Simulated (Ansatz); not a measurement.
An Ansatz input:

```yaml
crystal:
  lattice:
    - [2.305196513, 0.0, 0.0]
    - [0.0, 2.305196513, 0.0]
    - [0.0, 0.0, 2.305196513]
  atoms:
    - { symbol: Co, position: [0.0, 0.0, 0.0], spin: 1.841 }
hamiltonian:
  xc: mr2scan
  pseudopotentials:
    kind: paw
    azcp:
      Co: "pseudopotentials/Co.paw.azcp"
basis:
  ecutwfc: 500
  fft_grid_basis: typed
kpoints:
  mp_grid: { grid: [22, 22, 22], shift: [0, 0, 0] }
magnetization:
  spin_polarized: true
scf:
  occupations: { method: fermi_dirac, width: 0.05 }
output:
  write_density: true
  write_potential: true
  elf: true
  volumetric_format: npy
```

Terminal output

```
Engine: ansatz 0.2.0, aarch64-unknown-linux-gnu
Pseudopotentials: kind: paw
Pseudopotential: Co, paw, valence charge 17, recommended cutoff 500 eV (meta_gga) 
Functional definition: m-r2SCAN
  exchange = m_r2scan_x
  correlation = m_r2scan_c
Crystal: 1 atoms, lattice volume = 12.250 Å³
Basis set: ecut = 500 eV, 305 PW (Γ), exchange–correlation on 72×72×72 points (64 copies of the dense FFT grid, shifted against one another)
Bands: 14, of which v1, the nominal top of the filled ones, is band 9 counted from 1 (8 counted from 0)
Symmetry: 48 space group operations
Space group: Pm-3m (ITA 221), of the structure as read, at distance tolerance 2.3e-5 Å
Magnetic group: BNS 221.92 (UNI 1594), of the structure as read, at distance tolerance 2.3e-5 Å
k-points: 364 of 10648
Non-local potential: Co, projectors of the file, l = 0: 3, l = 1: 2, l = 2: 3, l = 3: 1
PAW form: soft (Blöchl's): semilocal exchange-correlation on the pseudo side does not see the compensation charge
PAW frozen core: Co, regenerated for the run's functional (the file was generated under x = pbe(κ = 0.804, μ = 0.2195149727645171), c = pbe(β = 0.06672455060314922))
PAW one-centre angular grid: Co, 590 points (default); XC on 160 Gauss nodes
Initial density: superposition of atomic densities (chi_scale 0.1, normalization cell)
Starting moments: Σ|m| = 1.841 μB on 1 of 1 site
Initial wavefunctions: pseudopotential atomic-orbital guess
Functional: x = mr2scan, c = mr2scan; τ floored in thin density (d = 2e-4 eV/Å³)
iter 1 solved again at ethr=2.37e-3 eV; its pass at ethr=3.10e-3 eV (dr2=4.02e-1 eV) is discarded
SCF iter   1: F=—  HF=-5129.514557 eV  |F-HF|=—  |Δ(HF+E_count)|=         —  Δρ=7.07e-2 (↑1.33e-2 ↓7.07e-2)  dr2=3.67e-1  dr2_τ=6.06e-3  dr2_m=1.38e-1  M=1.868 μB ∫|m|=1.879 μB  β_m=1.00  ethr=2.37e-3  ⟨swp⟩=2.6  Hψ=73914  notcnv=0
Mixer restart at iter 1: flushing history
SCF iter   2: F=—  HF=-5129.509046 eV  |F-HF|=—  |Δ(HF+E_count)|=   5.51e-3  Δρ=1.26e-2 (↑1.26e-2 ↓1.11e-2)  dr2=1.09e-2  dr2_τ=3.42e-3  dr2_m=5.91e-3  M=1.861 μB ∫|m|=1.896 μB  β_m=1.00  ethr=2.16e-3  ⟨swp⟩=3.0  Hψ=20067  notcnv=0  defer=30  κ⁻¹=1.0e0(r=1)
SCF iter   3: F=—  HF=-5129.842303 eV  |F-HF|=—  |Δ(HF+E_count)|=         —  Δρ=1.93e-2 (↑1.93e-2 ↓8.10e-3)  dr2=2.14e-2  dr2_τ=1.59e-4  dr2_m=1.13e-2  M=1.904 μB ∫|m|=1.953 μB  β_m=1.00  ethr=6.44e-5  ⟨swp⟩=2.0  Hψ=22194  notcnv=0  defer=312
Mixer restart at iter 3: flushing history
SCF iter   4: F=—  HF=-5130.043141 eV  |F-HF|=—  |Δ(HF+E_count)|=   2.01e-1  Δρ=8.51e-3 (↑8.51e-3 ↓8.21e-3)  dr2=1.49e-2  dr2_τ=1.72e-4  dr2_m=1.33e-5  M=1.897 μB ∫|m|=1.952 μB  β_m=1.00  ethr=6.44e-5  ⟨swp⟩=2.4  Hψ=18421  notcnv=0  defer=313  κ⁻¹=1.0e0(r=1)
SCF iter   5: F=—  HF=-5130.193229 eV  |F-HF|=—  |Δ(HF+E_count)|=   1.50e-1  Δρ=7.74e-3 (↑5.13e-3 ↓7.74e-3)  dr2=1.05e-2  dr2_τ=1.14e-4  dr2_m=4.26e-4  M=1.881 μB ∫|m|=1.938 μB  β_m=1.00  ethr=6.44e-5  ⟨swp⟩=2.2  Hψ=19187  notcnv=0  defer=314  κ⁻¹=2.9e-2(r=2)
SCF iter   6: F=—  HF=-5130.339560 eV  |F-HF|=—  |Δ(HF+E_count)|=   1.46e-1  Δρ=2.44e-3 (↑2.11e-3 ↓2.44e-3)  dr2=9.47e-4  dr2_τ=3.08e-5  dr2_m=4.73e-5  M=1.833 μB ∫|m|=1.894 μB  β_m=1.00  ethr=6.16e-5  ⟨swp⟩=2.9  Hψ=22791  notcnv=0  defer=320  κ⁻¹=7.2e-3(r=3)
SCF iter   7: F=—  HF=-5130.343032 eV  |F-HF|=—  |Δ(HF+E_count)|=   3.47e-3  Δρ=1.80e-3 (↑8.59e-4 ↓1.80e-3)  dr2=6.75e-4  dr2_τ=6.15e-6  dr2_m=5.38e-5  M=1.840 μB ∫|m|=1.900 μB  β_m=1.00  ethr=5.57e-6  ⟨swp⟩=2.0  Hψ=22225  notcnv=0  defer=330  κ⁻¹=5.3e-3(r=4)
SCF iter   8: F=—  HF=-5130.343638 eV  |F-HF|=—  |Δ(HF+E_count)|=   6.06e-4  Δρ=6.20e-4 (↑6.20e-4 ↓3.19e-4)  dr2=1.79e-5  dr2_τ=3.70e-7  dr2_m=1.71e-5  M=1.835 μB ∫|m|=1.894 μB  β_m=1.00  ethr=3.97e-6  ⟨swp⟩=2.3  Hψ=14718  notcnv=0  defer=329  κ⁻¹=1.2e-3(r=5)
SCF iter   9: F=—  HF=-5130.343391 eV  |F-HF|=—  |Δ(HF+E_count)|=   2.47e-4  Δρ=1.69e-4 (↑5.90e-5 ↓1.69e-4)  dr2=3.87e-6  dr2_τ=3.47e-8  dr2_m=5.45e-7  M=1.836 μB ∫|m|=1.895 μB  β_m=1.00  ethr=1.05e-7  ⟨swp⟩=2.0  Hψ=16704  notcnv=0  defer=329  κ⁻¹=8.6e-6(r=6)
SCF iter  10: F=—  HF=-5130.343608 eV  |F-HF|=—  |Δ(HF+E_count)|=   2.18e-4  Δρ=1.16e-4 (↑4.66e-5 ↓1.16e-4)  dr2=5.63e-7  dr2_τ=6.91e-9  dr2_m=6.54e-7  M=1.834 μB ∫|m|=1.893 μB  β_m=1.00  ethr=2.27e-8  ⟨swp⟩=2.0  Hψ=16652  notcnv=0  defer=329  κ⁻¹=2.2e-6(r=7)
SCF iter  11: F=—  HF=-5130.343639 eV  |F-HF|=—  |Δ(HF+E_count)|=   3.08e-5  Δρ=9.49e-5 (↑2.58e-5 ↓9.49e-5)  dr2=4.80e-7  dr2_τ=3.26e-9  dr2_m=3.45e-7  M=1.833 μB ∫|m|=1.893 μB  β_m=1.00  ethr=3.31e-9  ⟨swp⟩=2.0  Hψ=16120  notcnv=0  defer=329  κ⁻¹=2.7e-7(r=8)
SCF iter  12: F=—  HF=-5130.343660 eV  |F-HF|=—  |Δ(HF+E_count)|=   2.07e-5  Δρ=5.32e-5 (↑1.76e-5 ↓5.32e-5)  dr2=1.35e-7  dr2_τ=1.56e-9  dr2_m=9.69e-8  M=1.833 μB ∫|m|=1.892 μB  β_m=1.00  ethr=2.82e-9  ⟨swp⟩=2.0  Hψ=16626  notcnv=0  defer=329  κ⁻¹=9.0e-8(r=8)
SCF iter  13: F=—  HF=-5130.343664 eV  |F-HF|=—  |Δ(HF+E_count)|=   4.12e-6  Δρ=1.89e-5 (↑5.51e-6 ↓1.89e-5)  dr2=3.31e-8  dr2_τ=1.84e-10  dr2_m=8.22e-9  M=1.832 μB ∫|m|=1.892 μB  β_m=1.00  ethr=7.93e-10  ⟨swp⟩=2.0  Hψ=16454  notcnv=0  defer=328  κ⁻¹=1.7e-8(r=8)
SCF iter  14: F=—  HF=-5130.343665 eV  |F-HF|=—  |Δ(HF+E_count)|=   1.30e-6  Δρ=3.05e-6 (↑1.39e-6 ↓3.05e-6)  dr2=8.98e-10  dr2_τ=2.37e-11  dr2_m=1.37e-10  M=1.832 μB ∫|m|=1.891 μB  β_m=1.00  ethr=1.94e-10  ⟨swp⟩=2.1  Hψ=16915  notcnv=0  defer=328  κ⁻¹=1.1e-7(r=8)
SCF iter  15: F=-5130.343665 eV  HF=-5130.343665 eV  |F-HF|=2.24e-10  |Δ(HF+E_count)|=   1.55e-8  Δρ=1.55e-6 (↑1.21e-6 ↓1.55e-6)  dr2=5.79e-11  dr2_τ=1.40e-11  dr2_m=1.53e-10  M=1.832 μB ∫|m|=1.891 μB  ethr=5.28e-12  ⟨swp⟩=3.0  Hψ=34339  notcnv=0
SCF 1 converged in 15 iterations: F = -5130.343665 eV  dr2 = 5.79e-11
this state was not tested for a lower state beside it, because the mixer in use, unlike msr1, does not test its closes by its own steps (another_mixer; see scf.mixing.algorithm and scf.lower_state_search)
SCF converged after 15 iterations
Magnetization: 1.8319 μB (9.4159 up, 7.5841 down)
Absolute magnetization: 1.8912 μB (∫|ρ↑−ρ↓|, with the PAW one-centre terms)
Spin contamination: 0.0176 ħ² per cell (⟨S²⟩ above its minimum at these occupations)
Per-site moments (μB) at R_I (Å): [(1.8323952978694775, 0.9508935616124999)]
Free energy (F): -5130.343665 eV
Harris-Foulkes:  -5130.343665 eV  (|F-HF|=2.24e-10)
Internal energy: -5130.331720 eV  (E = F + TS)
E sigma→0 (E₀):  -5130.337693 eV
Entropy (-TS):   -0.011945 eV (-11.945 meV/atom)
Fermi energy:    16.239670 eV
--- Per-component energies (eV) ---
  E_band       = -308.188330
  E_kinetic    = 454.666672
  E_local      = -3105.763082  (includes V_loc(G=0)·N_el)
  E_nonlocal   = 461.163257
  E_hartree    = 1304.930040
  E_xc         = -156.488041
  E_vxc        = -228.155124  (∫ρ·V_xc dr)
  E_paw        = -1527.504195  (= ΣΔE_a)
  E_vpaw       = -514.509646  (= ΣTr[D̂ρ^β])
  E_aug_tail   = 0.000036  (compensation charges beyond the density's cutoff)
  E_vtau       = 14.549561  (kinetic-family band-sum trace: ∫τ·v_τ [+ j·A + Jᵃ·Aᵃ] dr)
  E_ewald      = -2561.041201
  E_core_change = -0.295206  (= ΣΔE_core)
  E_smearing   = -0.011945  (= −TS)
  E_closure    = -0.000000  (closes the sum)
  Σ components = -5130.343665   (vs F -5130.343665, Δ=0.00e0)
--- Band table (eV; the first three rows and the last of 728) ---
  k-point 0 ↑: bands = ["-83.7340", "-45.2759", "-45.2759", "-45.2759", "7.2812", "11.4965", "11.4965", "15.2051", "15.2051", "15.2051", "36.3866", "36.3866", "36.3866", "40.1862"]
  k-point 1 ↑: bands = ["-83.7330", "-45.2836", "-45.2752", "-45.2752", "7.3474", "11.5064", "11.5302", "15.1779", "15.1779", "15.2072", "35.4189", "36.4751", "36.4751", "40.1924"]
  k-point 2 ↑: bands = ["-83.7302", "-45.3063", "-45.2733", "-45.2733", "7.5439", "11.5355", "11.6304", "15.0992", "15.0992", "15.2135", "33.5776", "36.7378", "36.7378", "40.2110"]
  k-point 363 ↓: bands = ["-80.9587", "-43.1772", "-43.1772", "-43.1772", "13.5415", "13.5415", "13.5415", "18.0034", "18.0034", "29.1043", "29.1043", "29.1043", "29.7324", "34.3433"]
```
